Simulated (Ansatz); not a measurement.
Ge:
```
CELL_PARAMETERS angstrom
      0.00000     6.34279     6.34279
      6.34279     0.00000     6.34279
      6.34279     6.34279     0.00000
ATOMIC_POSITIONS crystal
  Ge 0.57149 0.28553 0.57149
  Ge 0.96447 0.67851 0.67851
  Ge 0.57149 0.57149 0.28553
  Ge 0.67851 0.96447 0.67851
  Ge 0.57149 0.57149 0.57149
  Ge 0.67851 0.67851 0.67851
  Ge 0.28553 0.57149 0.57149
  Ge 0.67851 0.67851 0.96447
```

Relaxed with DFT-PBEsol in the program Ansatz with PAW potentials. Indices refer to the conventional cell of Fd-3m, a = b = c = 12.686 Å, α = β = γ = 90.00°.

Simulate the powder diffraction pattern (Cu Kα, λ = 1.54184 Å; lines above 1 %) up to 2θ = 90°.

Simulated powder pattern, Cu Kα, λ = 1.54184 Å (kinematic, ideal powder, no thermal factors, no anomalous dispersion; the 30 strongest lines at most, above 1 %, up to 2θ = 90°):

```
2θ (°)  d (Å)  I/Imax (%)             hkl
------  -----  ----------  --------------
12.08   7.324         100           (111)
19.80   4.485          22           (220)
24.31   3.662          14           (222)
28.14   3.171         1.6           (400)
30.72   2.910          10           (331)
36.82   2.441          12     (333)+(511)
42.14   2.144         8.6           (531)
42.77   2.114          22           (442)
45.21   2.006          11           (620)
46.97   1.935         7.6           (533)
47.55   1.912         2.0           (622)
51.44   1.776          12     (711)+(551)
55.65   1.652         3.1     (553)+(731)
58.18   1.586         3.2           (800)
60.15   1.538         2.4           (644)
62.08   1.495         5.8     (660)+(822)
63.51   1.465         3.9     (751)+(555)
67.24   1.392         2.3     (911)+(753)
67.69   1.384         2.2           (842)
74.41   1.275         5.8     (771)+(933)
76.60   1.244         3.6  (862)+(10 2 0)
78.33   1.221         2.3  (10 2 2)+(666)
81.34   1.183         2.7           (953)
84.75   1.144         1.4  (775)+(11 1 1)
86.87   1.121         1.6           (880)
88.14   1.108         3.4     (971)+(955)
88.57   1.104         4.2  (10 4 4)+(882)
```

The start of the workflow was typed in or built on a structure type. Its sites differ from those of the usual phase in this space group: another stacking or structure type. The PBEsol relaxation kept the symmetry of its start; whether a distortion lowers the energy is not shown. The volume moved by 47 % from the start of the relaxation.

Potentials: the later of the program's two PAW sets.
